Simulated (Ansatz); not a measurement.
Sn:
```xyz
1
Lattice="-1.8666 1.8666 1.8666 1.8666 -1.8666 1.8666 1.8666 1.8666 -1.8666" Properties=species:S:1:pos:R:3 pbc="T T T"
Sn     0.0000     0.0000     0.0000
```

Relaxed with PBEsol.

Q: List the phonon frequencies at the special points (DFPT on a 5×5×5 q-mesh, Fourier-interpolated; PBEsol in the plane-wave PAW code Ansatz).

A: In cm⁻¹.

| q | frequencies |
|---|---|
| Γ | 0 0 0 |
| H | 92 92 92 |
| N | 19 46 104 |
| P | 84 84 84 |

Space group Im-3m (bcc (W type)). The first step of the workflow began from a Materials Project structure, measured or hypothetical; the Crystallography Open Database copy checked does not list it. It is not the phase usual at ambient conditions (space group No. 141). The PBEsol relaxation kept the symmetry of its start. At this level the phase is mechanically unstable. As this level gives no gap, phonon frequencies hold no LO–TO term and depend on the k-mesh and smearing (Fermi–Dirac, 0.1 eV here). Spin–orbit coupling is left out wherever it is not named.

Potentials: the earlier of the program's two PAW sets. The files were generated under PBE; for other functionals the program regenerates the frozen cores, and for LDA and PBEsol the local potential too.
